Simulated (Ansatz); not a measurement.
Electric field gradients in MnGa4

Level of theory: Ansatz 0.2.0, DFT LDA, scalar-relativistic, plane waves, PAW. Plane waves to 420 eV; Γ-centred k mesh 10×10×10; Gaussian smearing of 0.20 eV. Collinear spin, site moments 0.3, 0.0, 0.0, 0.0, 0.0 μB.

The cell, relaxed at this level:
```yaml
crystal:
  lattice:
    - [-2.72430, 2.72430, 2.72430]
    - [2.72430, -2.72430, 2.72430]
    - [2.72430, 2.72430, -2.72430]
  atoms:
    - { symbol: Mn, position: [0.00000, 0.00000, 0.00000] }
    - { symbol: Ga, position: [0.00000, 0.00000, 0.50000] }
    - { symbol: Ga, position: [0.00000, 0.50000, 0.00000] }
    - { symbol: Ga, position: [0.50000, 0.00000, 0.00000] }
    - { symbol: Ga, position: [0.50000, 0.50000, 0.50000] }
```

In a metal these results depend on the k mesh and the smearing.

Problem. Give V_zz (10²¹ V/m²) and the asymmetry η at each distinct site.

Solution.
| atom | V_zz | η |
| --- | --- | --- |
| Mn (atom 1) | 0.000 | zero by symmetry |
| Ga (atom 2) | -17.13 | 0.00 |

Whether MnGa4 exists in this form wasn't checked.

Cost: 1 run of about 0.24 core-minutes, on Oxide Virtual Turin-like Processor (Zen 5) (shared hosts).